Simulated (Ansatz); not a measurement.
CsBr:
```
CsBr
1.0
    4.32371     0.00000     0.00000
    0.00000     4.32371     0.00000
    0.00000     0.00000     4.32371
Cs Br
1 1
Direct
  0.00000   0.00000   0.00000
  0.50000   0.50000   0.50000
```

Plane-wave PAW r²SCAN (Ansatz code) gives a gap of 5.19 eV without spin–orbit coupling, maximum at M, minimum at Γ.

What happens when spin–orbit coupling is switched on?

The gap drops by 0.17 eV, to 5.02 eV; maximum at Γ, minimum at Γ.

Give the electron effective mass with spin–orbit coupling.

0.32 mₑ (isotropic).

Give the hole effective mass with spin–orbit coupling, band 1 of 2 at the edge.

4.1 along [100], 2.7 along [110], 2.3 along [111] (mₑ).

Give the hole effective mass with spin–orbit coupling, band 2 of 2 at the edge.

0.66 along [100], 0.72 along [110], 0.75 along [111] (mₑ).

Space group Pm-3m (CsCl type). Symmetry was held in the r²SCAN relaxation.

Potentials: the later of the program's two PAW sets.
